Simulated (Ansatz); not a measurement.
SrTiO$_{3}$ (cubic perovskite)

```yaml
crystal:
  lattice:
    - [3.89108, 0.00000, 0.00000]
    - [0.00000, 3.89108, 0.00000]
    - [0.00000, 0.00000, 3.89108]
  atoms:
    - { symbol: Sr, position: [0.00000, 0.00000, 0.00000] }
    - { symbol: Ti, position: [0.50000, 0.50000, 0.50000] }
    - { symbol: O, position: [0.00000, 0.50000, 0.50000] }
    - { symbol: O, position: [0.50000, 0.50000, 0.00000] }
    - { symbol: O, position: [0.50000, 0.00000, 0.50000] }
```

E(V) scan at fixed shape, V₀ the volume above. Symmetry pins the atoms to their sites.

Method: PBEsol (plane waves to 420 eV, PAW, scalar-relativistic; Ansatz, an electronic-structure program). k mesh 9×9×9 (Γ-centred), Fermi-Dirac smearing 0.05 eV. Energies are smeared free energies. Compression counts positive. SrTiO3 is run without spin polarisation. SrTiO3 was relaxed with its symmetry unable to fall. The zero of ΔE is the relaxed starting cell.

| V (Å³/atom) | ΔE (meV/atom) |
|---|---|
| 9.897 | 238.8 |
| 10.212 | 157.0 |
| 10.526 | 95.2 |
| 10.840 | 50.8 |
| 11.154 | 21.4 |
| 11.468 | 5.1 |
| 11.783 | 0.0 |
| 12.097 | 4.6 |
| 12.411 | withheld |
| 12.725 | 38.1 |
| 13.039 | 64.7 |
| 13.354 | 96.9 |
| 13.668 | 133.8 |

Task: Fit a third-order Birch-Murnaghan form (E₀, V₀, B₀, B₀′ free) to the given rows and predict ΔE at V = 12.411.

Result: Least squares on the 12 given rows: ΔE = E₀ + (9V₀B₀/16)·y²·[2 + (B₀′ − 4)y], y = (V₀/V)^(2/3) − 1, with V₀ = 11.784 Å³/atom, B₀ = 185.6 GPa (160.2 GPa = 1 eV/Å³; the term in eV is multiplied by 1000), B₀′ = 4.36, E₀ = 0.01 meV/atom; root-mean-square residual 0.10 meV/atom. At 12.411 the fit gives 17.6 meV/atom; the calculation gives 17.7 meV/atom, so the interpolation is off by -0.1 (-0.6 %). For the pressure the fit gives -8.6 GPa against the computed -8.6 GPa.

(A scan under strain: stresses follow from slopes of the energy per volume, elastic moduli from its curvatures.)
